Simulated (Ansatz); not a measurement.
ZrS2 (CdI2 type, P-3m1) under volume change, PBE+D3(BJ) (plane waves, PAW; program Ansatz), shape and atoms relaxed at each volume.

```
V (Å³/atom)  E − E(relaxed) (meV/atom)  P (GPa)
-----------  -------------------------  -------
19.853                             [?]      [?]
20.508                            10.1     2.75
21.162                             [?]      [?]
21.817                             0.0     0.00
22.471                             1.8    -0.83
23.126                             6.4    -1.35
23.780                            12.8    -1.70
```

Question: What belongs in the gaps?

Answer: 
- 19.853, E − E(relaxed) (meV/atom): 25.3
- 19.853, P (GPa): 4.76
- 21.162, E − E(relaxed) (meV/atom): 2.3
- 21.162, P (GPa): 1.19

Question: What does a third-order Birch–Murnaghan fit give for V₀, B₀ and B′?

Answer: V₀ = 21.83 Å³/atom, B₀ = 32.0 GPa, B′ = 10.1.

Symmetry was held in the PBE+D3(BJ) relaxation. The run is not spin-polarised. Spin–orbit coupling is left out wherever it is not named.

Potentials: the later of the program's two PAW sets.
